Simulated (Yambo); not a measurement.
**SrTiO3: lowest vertical excitons**

```
SrTiO3
1.0
   -2.76117     2.76117     3.92263
    2.76117    -2.76117     3.92263
    2.76117     2.76117    -3.92263
O Ti Sr
6 2 2
Direct
  0.77096   0.27096   0.04192
  0.22904   0.72904   0.95808
  0.27096   0.22904   0.50000
  0.72904   0.77096   0.50000
  0.75000   0.75000   0.00000
  0.25000   0.25000   0.00000
  0.00000   0.00000   0.00000
  0.50000   0.50000   0.00000
  0.75000   0.25000   0.50000
  0.25000   0.75000   0.50000
```

The geometry is that of Materials Project entry mp-4651, symmetrised and not relaxed again.

BSE in Yambo on norm-conserving PBEsol (Quantum ESPRESSO, 84 Ry, scalar-relativistic) bands: 6×6×6 mesh, 9 valence and 7 conduction bands, static screening with 84 bands and a 3 Ry block, scissor 1.62 eV, Tamm-Dancoff; field along x.

```
state  energy (eV)  states within 2 meV  relative strength  class    main transitions
-----  -----------  -------------------  -----------------  -----  ------------------
1             3.25                    1             < 0.01   dark      VB → CB (73 %)
2             3.25                    1             < 0.01   dark      VB → CB (61 %)
3             3.33                    2             < 0.01   dark  several band pairs
4             3.34                    1             < 0.01   dark      VB → CB (65 %)
5             3.35                    2             < 0.01   dark  several band pairs
6             3.39                    4               1.00   weak      VB → CB (73 %)
7             3.43                    2             < 0.01   dark  several band pairs
8             3.45                    2             < 0.01   dark      VB → CB (99 %)
9             3.49                    1             < 0.01   dark      VB → CB (99 %)
10            3.49                    3               0.74   weak      VB → CB (76 %)
```

These are vertical excitations (zero momentum). The direct quasiparticle gap on this mesh is 3.56 eV; counted from there, state 1 is bound by 0.31 eV. Convergence with the mesh was not shown.

Spin singlets only. Strengths are relative to the strongest of the lowest states of this run; strong means a line over 3 % of the spectrum's maximum, dark under 0.03 %. Absolute energies carry the error of the G0W0 scissor, whose convergence isn't established; the long-wavelength screening was taken along (1,1,1) although the crystal is anisotropic.

This is not the ordinary phase of the substance.
